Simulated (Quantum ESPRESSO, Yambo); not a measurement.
BP (wurtzite, space group P6_3mc, No. 186): static response along x against the Γ-centred k mesh (Yambo on norm-conserving LDA (Quantum ESPRESSO, 76 Ry, scalar-relativistic) bands; 34 bands, 4 Ry block). The smallest direct LDA gap is 2.74 eV. Axes are Cartesian, with cell vectors (Å) (3.16, 0.00, 0.00), (-1.58, 2.73, 0.00), (0.00, 0.00, 5.24).

```csv
k mesh,"ε(0), independent particles","ε(0), RPA with local fields"
6×6×2,10.4,9.73
6×6×4,10.5,9.77
12×12×6,(withheld),(withheld)
```

Problem. What does the densest mesh give?

Solution. 
- 12×12×6, ε(0), independent particles: 9.41
- 12×12×6, ε(0), RPA with local fields: 8.76

The last step changes the RPA value by 11 %: not yet converged. Electronic response only; costs are rough.

Geometry relaxed with LDA; primitive cell a = b = 3.156 Å, c = 5.236 Å, α = β = 90.00°, γ = 120.00°.

This is not the ordinary phase of the substance; no match was found in the copy of COD used, and its stability was not checked.
